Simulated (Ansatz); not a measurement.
All numbers below come from DFT PBE, scalar-relativistic, plane waves, PAW in Ansatz 0.2.0. Settings: cutoff 420 eV, Γ-centred meshes spaced at most about 0.3 Å⁻¹, and about 0.25 Å⁻¹ or finer for metals (2π included), Gaussian smearing. No spin polarisation in the final relaxations.

These are static total energies at zero pressure.

Two relaxed structures of HfBr:

A.

```
CELL_PARAMETERS angstrom
0.00000 3.02293 3.02293
3.02293 0.00000 3.02293
3.02293 3.02293 0.00000
ATOMIC_POSITIONS crystal
Hf 0.00000 0.00000 0.00000
Br 0.75000 0.75000 0.75000
```

B.

```
CELL_PARAMETERS angstrom
3.45571 0.00000 0.00000
0.00000 3.45571 0.00000
0.00000 0.00000 3.45571
ATOMIC_POSITIONS crystal
Hf 0.00000 0.00000 0.00000
Br 0.50000 0.50000 0.50000
```

Problem. Which is lower in energy, and by how much?

Solution. B is lower, by 0.45 eV/atom. A has the zinc blende type, space group F-43m (No. 216), 27.6 Å³/atom and no gap on its mesh; B has the caesium chloride type, space group Pm-3m (No. 221), 20.6 Å³/atom and no gap. Counting Br atoms around Hf (those within 1.25 times the shortest such distance or 1.15 times the sum of covalent radii, 1.27 where that leaves under three), A has Hf 4 and B has Hf 8. The denser one is the lower, and pressure would at first widen the difference. Even the lower one lies +0.24 eV/atom against the reference forms of the elements (uncorrected), so neither is stable at this level. In A, Hf is surrounded by 4 Br at 2.62 Å; around Br lie 4 Hf at 2.62 Å. In B, around Hf lie 8 Br at 2.99 Å and 6 Hf at 3.46 Å; Br is surrounded by 8 Hf at 2.99 Å and 6 Br at 3.46 Å. Both come from invented guesses. A third cell relaxed alike, in P6/mmm, lies 0.41 eV/atom below the lower of the two.

These runs have no spin–orbit coupling, which can matter for Hf. In F-43m, Pm-3m an odd number of electrons in the primitive cell allows no gap without spin; a larger cell or a magnetic state could open one. A magnetic state wasn't ruled out in cells without spin, among them F-43m, Pm-3m. Cells relaxed within their symmetry can be saddle points.
